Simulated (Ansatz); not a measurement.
Theory: DFT PBE, scalar-relativistic, plane waves, PAW in Ansatz. All cells share a 420 eV cutoff and Γ-centred k meshes spaced at most about 0.3 Å⁻¹ (about 0.25 or finer for metals, 2π included). No spin polarisation in the final relaxations.

The zero of energy is the elements' standard structures at the same level; no fitted shifts are applied.

A relaxed structure of KSi3 has 22.32 Å³/atom, +0.38 eV/atom against the elements, no gap on its mesh:

```
K Si
1.0
    -2.10012    2.10012    5.05992
     2.10012   -2.10012    5.05992
     2.10012    2.10012   -5.05992
K Si
1 3
Direct
  0.00000 0.00000 0.00000
  0.38146 0.38146 0.00000
  0.75000 0.25000 0.50000
  0.61854 0.61854 0.00000
```

Task: Ge takes the place of Si on the same sites, and the cell is relaxed. What changes?

Result: KGe3 has a = 4.418 Å, c = 10.923 Å: 26.65 Å³/atom, +0.17 eV/atom against the elements, no gap on its mesh. The volume per atom changes by +19.4 % and the formation energy by -0.21 eV/atom (from unrounded values). Covalent radii: Si 1.11 Å, Ge 1.20 Å; electronegativities 1.90 and 2.01. The cell follows the size of the atom. K has 12 Ge at 3.38–3.51 Å and 2 Ge at 4.17 Å; Ge on a site of symmetry 2mm has 3 Ge at 2.59–2.64 Å and 4 K at 3.38 Å; Ge on a site of symmetry -4m2 is surrounded by 4 Ge at 2.64 Å and 4 K at 3.51 Å.

```xyz
4
Lattice="-2.2092 2.2092 5.4613 2.2092 -2.2092 5.4613 2.2092 2.2092 -5.4613" Properties=species:S:1:pos:R:3 pbc="T T T"
K     0.0000    0.0000    0.0000
Ge    0.0000    0.0000    4.1678
Ge    0.0000    2.2092    2.7307
Ge    0.0000    0.0000    6.7548
```

The two cells were relaxed from separate starts that ended on the same group and sites; neither need be the stable form of its compound. A magnetic state wasn't ruled out in cells without spin, among them KSi3 I-4m2. Cells relaxed within their symmetry can be saddle points.
